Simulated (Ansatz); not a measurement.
Ca2BeN2:
```xyz
5
Lattice="-1.7724 1.7724 5.7518 1.7724 -1.7724 5.7518 1.7724 1.7724 -5.7518" Properties=species:S:1:pos:R:3 pbc="T T T"
Ca     0.0000     0.0000     7.5435
Ca     0.0000     0.0000     3.9600
Be     0.0000     0.0000     0.0000
N      0.0000     0.0000     9.9691
N      0.0000     0.0000     1.5344
```

Relaxed with r²SCAN. Special points in fractions of this cell's reciprocal vectors: Γ (0.000, 0.000, 0.000); X (0.000, 0.000, 0.500); P (0.250, 0.250, 0.250); N (0.000, 0.500, 0.000); M (0.500, 0.500, -0.500); S (0.274, 0.726, -0.274); S0 (-0.274, 0.274, 0.274); R (-0.047, 0.047, 0.500); G (0.500, 0.500, -0.047).

Q: List the band energies nearest the valence-band maximum at these points for r²SCAN (plane waves, PAW; program Ansatz).

A: In eV from the valence-band maximum; about four levels below and three above (degenerate sets whole), none deeper than 8.9 eV; points with the same levels are listed once.

```tsv
k	below	above
Γ	-0.92 -0.92 -0.05 -0.05	1.46 3.04 4.23
X	-2.34 -2.07 -1.22 -0.92	1.93 3.74 4.20
P	-2.31 -2.10 -1.09 -1.09	2.60 2.60 4.24
N	-2.16 -2.07 -1.62 -0.98	2.28 4.64 5.83
M	-0.86 -0.86 0.00 0.00	2.71 3.19 4.55 4.55
S	-2.70 -1.81 -1.60 -0.97	2.27 4.70 5.75
R	-2.16 -2.09 -1.28 -0.91	1.96 3.83 4.08
```

Space group I4/mmm. The start of the workflow was typed in or built on a structure type; neither database checked (COD, Materials Project) lists it. Whether it is the stable phase at ambient conditions was not checked. Symmetry was held in the r²SCAN relaxation; its stability against distortions is not shown here.

Potentials: the earlier of the program's two PAW sets. The files were generated under PBE; for other functionals the program regenerates the frozen cores, and for LDA and PBEsol the local potential too.
